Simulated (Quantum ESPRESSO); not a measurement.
## Ga3GeO5N (input and log of a self-consistent run)

Computed values, not a measurement. The program is pw.x of Quantum ESPRESSO 7.5 (plane-wave density functional theory). The cell is made up: 10 atoms on a corundum lattice, with randomly drawn elements, strain and displacements, not relaxed. PseudoDojo standard norm-conserving files (v0.5 for PBE, v0.4.1 for LDA and PBEsol) set the functional; there is no spin polarisation, spin-orbit coupling or dispersion term, and the masses in the input are unused placeholders.

Input:

```
&control calculation='scf', pseudo_dir='./dojo.nc.sr.pbe.v0_5.standard.upf', outdir='./o', disk_io='medium', tprnfor=.true., tstress=.true. /
&system ibrav=0, nat=10, ntyp=4, nbnd=50, ecutwfc=84.00895049, nosym=.true., tot_charge=0,
 occupations='smearing', smearing='fd', degauss=0.0018374661
/
&electrons conv_thr=7.350e-09, electron_maxstep=60, /
ATOMIC_SPECIES
Ga 1.0 Ga.upf
Ge 1.0 Ge.upf
N 1.0 N.upf
O 1.0 O.upf
CELL_PARAMETERS angstrom
2.5466 1.5333 4.5446
-2.5607 1.5557 4.5452
0.0124 -2.9569 4.5024
ATOMIC_POSITIONS angstrom
Ga -0.073 -0.034 4.6962
Ge 0.0837 -0.0108 1.9225
Ga 0.1114 0.064 8.8446
Ga 0.1629 0.1639 11.6941
O -0.9967 1.4082 7.7605
O -0.7825 -1.5344 7.9933
O 1.7579 0.1728 7.9175
O 0.9907 -1.4605 5.6049
O 0.7453 1.6203 5.7357
N -1.6827 0.0336 5.7253
K_POINTS automatic
5 5 5 1 1 1
```

The log is shortened where brackets say so; the opening notice, blank lines, dates and the lines on written files are dropped, and the path of the files is cut. It prints rydbergs, bohrs and kilobars, and counts compression as positive stress. With no partly filled state, the Fermi energy that it prints is only some level between the filled and the empty states on the mesh, and need not lie in the true gap.

```
     Program PWSCF v.7.5
     Parallel version (MPI & OpenMP), running on       1 processor cores
     Number of MPI processes:                 1
     Threads/MPI process:                     1
     [start-up lines left out]
     bravais-lattice index     =            0
     lattice parameter (alat)  =      10.2620  a.u.
     unit-cell volume          =     702.8392 (a.u.)^3
     number of atoms/cell      =           10
     number of atomic types    =            4
     number of electrons       =        88.00
     number of Kohn-Sham states=           50
     kinetic-energy cutoff     =      84.0090  Ry
     charge density cutoff     =     336.0358  Ry
     scf convergence threshold =      7.3E-09
     mixing beta               =       0.7000
     number of iterations used =            8  plain     mixing
     Exchange-correlation= PBE
                           (   1   4   3   4   0   0   0)
     [axes and pseudopotential details left out]
   Cartesian axes
     site n.     atom                  positions (alat units)
         1        Ga     tau(   1) = (  -0.0134428  -0.0062610   0.8647934  )
         2        Ge     tau(   2) = (   0.0154131  -0.0019888   0.3540235  )
         3        Ga     tau(   3) = (   0.0205140   0.0117854   1.6287108  )
         4        Ga     tau(   4) = (   0.0299976   0.0301818   2.1534391  )
         5        O      tau(   5) = (  -0.1835398   0.2593165   1.4290765  )
         6        O      tau(   6) = (  -0.1440954  -0.2825559   1.4719461  )
         7        O      tau(   7) = (   0.3237129   0.0318207   1.4579877  )
         8        O      tau(   8) = (   0.1824349  -0.2689474   1.0321282  )
         9        O      tau(   9) = (   0.1372451   0.2983742   1.0562147  )
        10        N      tau(  10) = (  -0.3098650   0.0061874   1.0542996  )
     number of k points=    63  Fermi-Dirac smearing, width (Ry)=  0.0018
                       cart. coord. in units 2pi/alat
        k(    1) = (   0.0000091  -0.0011317   0.1198686), wk =   0.0320000
        k(    2) = (  -0.0010429  -0.2431903   0.2021261), wk =   0.0320000
     [further k points left out]
     Dense  grid:    73075 G-vectors     FFT dimensions: (  60,  64,  60)
     Estimated max dynamical RAM per process >     114.43 MB
     Initial potential from superposition of free atoms
     starting charge      87.9911, renormalised to      88.0000
     Starting wfcs are   60 randomized atomic wfcs
     total cpu time spent up to now is       30.3 secs
     per-process dynamical memory:    93.2 Mb
     Self-consistent Calculation
     iteration #  1     ecut=    84.01 Ry     beta= 0.70
     Davidson diagonalization with overlap
     ethr =  1.00E-02,  avg # of iterations =  2.4
     total cpu time spent up to now is      117.8 secs
     total energy              =    -822.62125276 Ry
     estimated scf accuracy    <       2.34363971 Ry
     iteration #  2     ecut=    84.01 Ry     beta= 0.70
     Davidson diagonalization with overlap
     ethr =  2.66E-03,  avg # of iterations =  2.8
     total cpu time spent up to now is      206.6 secs
     total energy              =    -823.23803906 Ry
     estimated scf accuracy    <       2.61114772 Ry
     iteration #  3     ecut=    84.01 Ry     beta= 0.70
     Davidson diagonalization with overlap
     ethr =  2.66E-03,  avg # of iterations =  2.0
     total cpu time spent up to now is      271.4 secs
     total energy              =    -823.70081059 Ry
     estimated scf accuracy    <       0.08937155 Ry
     iteration #  4     ecut=    84.01 Ry     beta= 0.70
     Davidson diagonalization with overlap
     ethr =  1.02E-04,  avg # of iterations =  2.9
     total cpu time spent up to now is      337.7 secs
     total energy              =    -823.72522166 Ry
     estimated scf accuracy    <       0.00673346 Ry
     iteration #  5     ecut=    84.01 Ry     beta= 0.70
     Davidson diagonalization with overlap
     ethr =  7.65E-06,  avg # of iterations =  6.5
     total cpu time spent up to now is      410.2 secs
     total energy              =    -823.72602369 Ry
     estimated scf accuracy    <       0.00449685 Ry
     [iterations 6 to 8 left out]
     iteration #  9     ecut=    84.01 Ry     beta= 0.70
     Davidson diagonalization with overlap
     ethr =  2.35E-08,  avg # of iterations =  3.0
     total cpu time spent up to now is      655.2 secs
     total energy              =    -823.72673096 Ry
     estimated scf accuracy    <       0.00000370 Ry
     iteration # 10     ecut=    84.01 Ry     beta= 0.70
     Davidson diagonalization with overlap
     ethr =  4.20E-09,  avg # of iterations =  2.0
     total cpu time spent up to now is      702.2 secs
     total energy              =    -823.72673138 Ry
     estimated scf accuracy    <       0.00000071 Ry
     iteration # 11     ecut=    84.01 Ry     beta= 0.70
     Davidson diagonalization with overlap
     ethr =  8.04E-10,  avg # of iterations =  2.0
     total cpu time spent up to now is      767.4 secs
     total energy              =    -823.72673146 Ry
     estimated scf accuracy    <       0.00000008 Ry
     iteration # 12     ecut=    84.01 Ry     beta= 0.70
     Davidson diagonalization with overlap
     ethr =  8.89E-11,  avg # of iterations =  3.0
     total cpu time spent up to now is      844.0 secs
     total energy              =    -823.72673149 Ry
     estimated scf accuracy    <       0.00000003 Ry
     iteration # 13     ecut=    84.01 Ry     beta= 0.70
     Davidson diagonalization with overlap
     ethr =  3.49E-11,  avg # of iterations =  2.0
     total cpu time spent up to now is      914.0 secs
     End of self-consistent calculation
          k = 0.0000-0.0011 0.1199 (  9122 PWs)   bands (ev):
   -14.3252 -14.3009 -14.2720 -14.2256 -14.2025  -9.2963  -8.0367  -7.6045
    -7.2092  -7.0440  -4.1038  -3.6303  -3.5639  -3.5170  -3.5021  -3.4671
    -3.4155  -3.3783  -3.3629  -3.2792  -3.2474  -3.2305  -3.2182  -3.0746
    -2.6984  -1.7453   1.6162   2.9288   4.0465   4.1539   4.6904   5.6762
     5.7489   5.9876   6.2794   7.7319   8.0620   8.4172   8.5767   8.7068
     9.0157   9.1099   9.9359  10.3620  11.4676  14.4277  15.4656  16.9699
    17.3797  18.0362
     [levels at the other k points left out]
     the Fermi energy is    10.9566 ev
!    total energy              =    -823.72673149 Ry
     estimated scf accuracy    <          3.2E-09 Ry
     smearing contrib. (-TS)   =      -0.00000000 Ry
     internal energy E=F+TS    =    -823.72673149 Ry
     The total energy is F=E-TS. E is the sum of the following terms:
     one-electron contribution =    -247.68265790 Ry
     hartree contribution      =     202.79164926 Ry
     xc contribution           =    -217.70947354 Ry
     ewald contribution        =    -561.12624931 Ry
     convergence has been achieved in  13 iterations
     Forces acting on atoms (cartesian axes, Ry/au):
     atom    1 type  1   force =     0.03936346    0.02158877    0.06869859
     atom    2 type  2   force =     0.00994933   -0.00910804   -0.05611962
     atom    3 type  1   force =    -0.05158756    0.01760205    0.02104057
     atom    4 type  1   force =    -0.05688251    0.00393100   -0.05667725
     atom    5 type  4   force =    -0.01757250    0.08072887    0.05249983
     atom    6 type  4   force =     0.07585691   -0.02979936   -0.00448865
     atom    7 type  4   force =     0.02070407    0.00008738   -0.01658962
     atom    8 type  4   force =    -0.01801995   -0.01941144    0.01987607
     atom    9 type  4   force =     0.06871168    0.02147454   -0.00332236
     atom   10 type  3   force =    -0.07052294   -0.08709379   -0.02491754
     Total force =     0.237407     Total SCF correction =     0.000115
     Computing stress (Cartesian axis) and pressure
          total   stress  (Ry/bohr**3)                   (kbar)     P=      -33.05
  -0.00017935  -0.00000216   0.00005322          -26.38       -0.32        7.83
  -0.00000216  -0.00069108   0.00000349           -0.32     -101.66        0.51
   0.00005322   0.00000349   0.00019642            7.83        0.51       28.89
     init_run     :     29.70s CPU     30.14s WALL (       1 calls)
     electrons    :    859.95s CPU    883.64s WALL (       1 calls)
     forces       :      9.99s CPU     10.08s WALL (       1 calls)
     stress       :     36.03s CPU     36.15s WALL (       1 calls)
     [timing details left out]
     PWSCF        :  15m36.13s CPU  16m 0.83s WALL
     JOB DONE.
```

In other units: free energy -11207.373 eV for the cell, pressure -3.31 GPa, largest force component 2.239 eV/Å. A rerun of a related cell, with the same atoms placed differently, at a cutoff of 1437 eV and k mesh 7 x 7 x 7 moved values by no more than 0.004 eV in energy, 0.03 GPa in stress and 0.002 eV/Å in force.